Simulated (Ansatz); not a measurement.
**Zone-centre phonons of Al2O3: input and output**

Theory: DFT PBE, scalar-relativistic, plane waves, PAW (Ansatz).

Launched with:
```bash
ansatz run input.yaml --threads 2 --pin off --max-ram 6144MiB --backend cpu --events-out ev --progress --plain --runs-dir out
```

Input (bare energies are in eV):
```yaml
crystal:
  lattice:
    - [2.4044109446, 1.3881873061, 4.3746335775]
    - [-2.4044109446, 1.3881873061, 4.3746335775]
    - [0.0, -2.7763746122, 4.3746335775]
  atoms:
    - { symbol: Al, position: [0.3521463634, 0.3521463634, 0.3521463634] }
    - { symbol: Al, position: [0.1478536366, 0.1478536366, 0.1478536366] }
    - { symbol: Al, position: [0.6478536366, 0.6478536366, 0.6478536366] }
    - { symbol: Al, position: [0.8521463634, 0.8521463634, 0.8521463634] }
    - { symbol: O, position: [0.5561751685, 0.9438248315, 0.25] }
    - { symbol: O, position: [0.25, 0.5561751685, 0.9438248315] }
    - { symbol: O, position: [0.9438248315, 0.25, 0.5561751685] }
    - { symbol: O, position: [0.4438248315, 0.0561751685, 0.75] }
    - { symbol: O, position: [0.75, 0.4438248315, 0.0561751685] }
    - { symbol: O, position: [0.0561751685, 0.75, 0.4438248315] }
basis:
  ecutwfc: 420
kpoints:
  mp_grid: { grid: [6, 6, 6] }
hamiltonian:
  xc: pbe
scf:
  occupations: { method: fixed }
output:
  eigenvalues: true
phonons:
  method: dfpt
  dielectric: true
  rigid_motions: translations
  eigenvectors: true
```

The end of the output:
```
--- Phonons (Γ-DFPT): 5 representative perturbations + reference, on 112 of 216 k-points (Σ response iterations 18) ---
  k mesh reduced under 1 symmetry operation, with k and −k counted as one. Each operation leaves every solved perturbation unchanged. A smaller set is not considered because the run solves the response ...
  ASR residual: 1.174e-4 → 0.000e0 eV/Å²; symmetrization residual: 5.670e-5 eV/Å²
  ASR residual per site (eV/Å²): 2.44e-5 2.44e-5 2.44e-5 2.44e-5 1.17e-4 1.12e-4 1.12e-4 1.17e-4 1.12e-4 1.12e-4
  Γ frequencies (cm⁻¹): 0.00 0.00 0.00 284.72 358.46 358.46 363.08 363.08 373.43 394.21 405.85 405.85 414.38 414.38 424.81 424.81 510.74 536.55 536.55 549.11 550.00 550.00 577.23 601.25 601.25 609.19 663.30 ...
  ε∞ (high-frequency dielectric tensor):
        3.285606     0.000000     0.000000
       -0.000000     3.285606     0.000000
        0.000000     0.000000     3.251736
  ε⁰ (static dielectric tensor: ions relaxed, cell fixed):
       10.177828    -0.000000    -0.000000
       -0.000000    10.177828     0.000000
       -0.000000     0.000000    12.541093
  ε⁰ − ε∞ (ionic part):
        6.892222    -0.000000    -0.000000
       -0.000000     6.892222     0.000000
       -0.000000     0.000000     9.289357
  softest optical mode at Γ: 284.72 cm⁻¹; the repairs (sum rule, projections) moved no ω² at Γ by more than (5.70 cm⁻¹)²
  Born effective charges Z* (e; rows j = field, columns β = displacement):
    site 0:
         2.99748   -0.03522   -0.00000
         0.03522    2.99748    0.00000
        -0.00000    0.00000    2.96553
    site 1:
         2.99748    0.03522    0.00000
        -0.03522    2.99748    0.00000
        -0.00000    0.00000    2.96553
    site 2:
         2.99748   -0.03522   -0.00000
         0.03522    2.99748    0.00000
        -0.00000    0.00000    2.96553
    site 3:
         2.99748    0.03522    0.00000
        -0.03522    2.99748    0.00000
        -0.00000    0.00000    2.96553
    site 4:
        -2.09915    0.00000    0.00000
        -0.00000   -1.89749    0.27822
        -0.00000    0.37494   -1.97702
    site 5:
        -1.94791    0.08732   -0.24094
         0.08732   -2.04874   -0.13911
        -0.32471   -0.18747   -1.97702
    site 6:
        -1.94791   -0.08732    0.24094
        -0.08732   -2.04874   -0.13911
         0.32471   -0.18747   -1.97702
    site 7:
        -2.09915    0.00000    0.00000
         0.00000   -1.89749    0.27822
        -0.00000    0.37494   -1.97702
    site 8:
        -1.94791    0.08732   -0.24094
         0.08732   -2.04874   -0.13911
        -0.32471   -0.18747   -1.97702
    site 9:
        -1.94791   -0.08732    0.24094
        -0.08732   -2.04874   -0.13911
         0.32471   -0.18747   -1.97702
  Z* charge neutrality: 8.577e-5 e pre-enforcement
  k-mesh period / interband length: 28.9 Å / 1.29 Å = 22.36 at k = (0.0000, 0.0000, 0.0000), direct gap 5.850 eV — 14 or more, which is no proof of convergence
  optical modes at Γ without the LO–TO term, one row a degenerate level:
      ω (cm⁻¹) modes IR ((D/Å)²/amu)
        284.72      1             0.0000
        358.46      2             0.0000
        363.08      2             2.4225
        373.43      1            42.9694
        394.21      1             0.0000
        405.85      2             0.0000
        414.38      2            43.9104
        424.81      2             0.0000
        510.74      1             0.0000
        536.55      2            80.2387
        549.11      1            22.1435
        550.00      2             0.0000
        577.23      1             0.0000
        601.25      2             4.8441
        609.19      1             0.0000
        663.30      1             0.0000
        712.35      2             0.0000
        718.07      1             0.0000
  optical modes at Γ + LO–TO along q̂ = [1.0000, 0.0000, 0.0000]:
      ω (cm⁻¹) modes IR ((D/Å)²/amu)
        284.72      1             0.0000
        358.46      2             0.0000
        363.08      1             1.2112
        364.79      1             0.0228
        373.43      1            42.9694
        394.21      1             0.0000
        405.85      2             0.0000
        414.38      1            21.9552
        424.81      2             0.0000
        454.59      1             0.7472
        510.74      1             0.0000
        536.55      1            40.1193
        549.11      1            22.1435
        550.00      2             0.0000
        577.23      1             0.0000
        597.69      1             0.1284
        601.25      1             2.4221
        609.19      1             0.0000
        663.30      1             0.0000
        712.35      2             0.0000
        718.07      1             0.0000
        861.88      1            64.8094
  optical modes at Γ + LO–TO along q̂ = [0.0000, 1.0000, 0.0000]:
      ω (cm⁻¹) modes IR ((D/Å)²/amu)
        284.72      1             0.0000
        358.46      2             0.0000
        363.08      1             1.2112
        364.79      1             0.0228
        373.43      1            42.9694
        394.21      1             0.0000
        405.85      2             0.0000
        414.38      1            21.9552
        424.81      2             0.0000
        454.59      1             0.7472
        510.74      1             0.0000
        536.55      1            40.1193
        549.11      1            22.1435
        550.00      2             0.0000
        577.23      1             0.0000
        597.69      1             0.1284
        601.25      1             2.4221
        609.19      1             0.0000
        663.30      1             0.0000
        712.35      2             0.0000
        718.07      1             0.0000
        861.88      1            64.8094
  optical modes at Γ + LO–TO along q̂ = [0.0000, 0.0000, 1.0000]:
      ω (cm⁻¹) modes IR ((D/Å)²/amu)
        284.72      1             0.0000
        358.46      2             0.0000
        363.08      2             2.4225
        394.21      1             0.0000
        405.85      2             0.0000
        414.38      2            43.9104
        424.81      2             0.0000
        482.98      1             1.8516
        510.74      1             0.0000
        536.55      2            80.2387
        550.00      2             0.0000
        577.23      1             0.0000
        601.25      2             4.8441
        609.19      1             0.0000
        663.30      1             0.0000
        712.35      2             0.0000
        718.07      1             0.0000
        833.78      1            63.2613
```

Time: 120 s on 2 threads of Intel(R) Xeon(R) 6975P-C (Granite Rapids) (shared host), peak memory 1.6 GiB.